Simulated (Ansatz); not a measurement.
Here is the system:

Relaxed CuAu (CuAu type, space group P4/mmm):

```
CuAu
1.0
    5.72117     0.00000     0.00000
    0.00000     2.86058     0.00000
    0.00000     0.00000     3.55181
Cu Au
2 2
Direct
  0.25000   0.50000   0.50000
  0.75000   0.50000   0.50000
  0.00000   0.00000   0.00000
  0.50000   0.00000   0.00000
```

A phonon eigenvector at X = (0.5, 0.0, 0.0) is frozen into this cell: atom i moves by Q times the vector below, so Q is the largest atomic displacement, in Å. The cell is held. (q is in reciprocal vectors of the primitive cell; the cell shown is doubled to hold the pattern.)

```tsv
atom	x	y	z
Cu1	0.000	0.000	1.000
Cu2	0.000	0.000	-1.000
```

Atoms not listed stay in place.

All values below come from r2SCAN (plane waves to 500 eV, PAW, scalar-relativistic; Ansatz, a first-principles code). k mesh 8×16×13 (Γ-centred), Fermi-Dirac smearing 0.05 eV. The energy includes the smearing's −TS. With partly filled bands, energies and forces of such displacements shift with the k mesh and the smearing. CuAu is run without spin polarisation. CuAu was relaxed with its symmetry unable to fall. Spin-orbit coupling is left out, though Au is heavy. ΔE is measured from the undisplaced structure.

The scan covers Q from -0.280 to 0.280 Å in 13 points.

### Question
Which space group does the distorted structure have?

### Answer
Pmma (No. 51), lowered from P4/mmm.

### Question
What is the energy change at Q = 0.280 Å?

### Answer
518 meV/cell.

### Question
What harmonic wavenumber does the curvature at Q = 0 give?

### Answer
166 cm⁻¹.

(A displaced cell: forces are minus the slopes of the energy, force constants its curvatures, and phonons follow from these.)
